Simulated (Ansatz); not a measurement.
LaOF:
```yaml
crystal:
  lattice:
    - [1.98841, 1.14801, 6.60943]
    - [-1.98841, 1.14801, 6.60943]
    - [0.00000, -2.29602, 6.60943]
  atoms:
    - { symbol: La, position: [0.74234, 0.74234, 0.74234] }
    - { symbol: La, position: [0.25766, 0.25766, 0.25766] }
    - { symbol: O, position: [0.62276, 0.62276, 0.62276] }
    - { symbol: O, position: [0.37724, 0.37724, 0.37724] }
    - { symbol: F, position: [0.87072, 0.87072, 0.87072] }
    - { symbol: F, position: [0.12928, 0.12928, 0.12928] }
```

Tensor components refer to the Cartesian frame of this cell.

Problem. Give the high-frequency dielectric tensor and the Born effective charge tensors of the independent atoms from DFPT, plane-wave PAW LDA (Ansatz code).

Solution. 
ε∞:
```
3.81  0.00  0.00
0.00  3.81  0.00
0.00  0.00  3.51
```
Z* of atom 1 (La), rows: field, columns: displacement, in e:
```
4.09  0.00  0.00
0.00  4.09  0.00
0.00  0.00  3.79
```
Z* of atom 3 (O), rows: field, columns: displacement, in e:
```
-2.68   0.00   0.00
 0.00  -2.68   0.00
 0.00   0.00  -2.00
```
Z* of atom 5 (F), rows: field, columns: displacement, in e:
```
-1.41   0.00   0.00
 0.00  -1.41   0.00
 0.00   0.00  -1.79
```

Space group R-3m. The workflow started from a Materials Project entry (that database holds measured and hypothetical structures alike); the Crystallography Open Database files this formula in space group No. 166, but the cells were not matched. Whether it is the stable phase at ambient conditions was not checked. The cell was relaxed with LDA under the symmetry of its start; whether a distortion lowers the energy is not shown. Scalar-relativistic: spin–orbit coupling is off unless named, which matters more the heavier the elements.

Potentials: the later of the program's two PAW sets.
